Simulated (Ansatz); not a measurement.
# Profile along the La–La line in La (dhcp type, space group P6_3/mmc)

La (dhcp type, space group P6_3/mmc)

```cif
data_La4
_chemical_formula_sum 'La4'
_space_group_name_H-M_alt 'P 1'
_space_group_IT_number 1
_cell_length_a 3.77035
_cell_length_b 3.77035
_cell_length_c 12.08097
_cell_angle_alpha 90.000
_cell_angle_beta 90.000
_cell_angle_gamma 120.000
loop_
_space_group_symop_operation_xyz
  'x, y, z'
loop_
_atom_site_label
_atom_site_type_symbol
_atom_site_fract_x
_atom_site_fract_y
_atom_site_fract_z
_atom_site_occupancy
La1 La 0.00000 0.00000 0.00000 1
La2 La 0.00000 0.00000 0.50000 1
La3 La 0.33333 0.66667 0.25000 1
La4 La 0.66667 0.33333 0.75000 1
```

Fields along a shortest La–La line of a (0001) plane (3.77 Å), from La to La, interpolated on the slice's grid (step about 0.2 Å). These are PBE (plane waves to 420 eV, PAW, scalar-relativistic; Ansatz, a quantum-chemistry and plane-wave program) values and carry that method's errors. k mesh 14×14×4. Near the nuclei the fields are pseudised (PAW); where an atom keeps semicore shells as valence, they peak there. La is run without spin polarisation. La was relaxed with its symmetry unable to fall.

| distance from La (Å) | valence electron density (e/Å³) | electron localisation function |
|---|---|---|
| 0.00 | 1.32 | x |
| 0.38 | 1.52 | x |
| 0.75 | 1.47 | 0.83 |
| 1.13 | 0.49 | 0.60 |
| 1.51 | 0.14 | 0.15 |
| 1.89 | 0.09 | 0.14 |
| 2.26 | 0.14 | 0.15 |
| 2.64 | 0.49 | 0.60 |
| 3.02 | 1.47 | 0.83 |
| 3.39 | 1.52 | x |
| 3.77 | 1.32 | x |

x: too close to a nucleus for the ELF to mean much.

Density on the La–La line (3.77 Å) at its midpoint: 0.09 e/Å³. ELF at that point: 0.14.
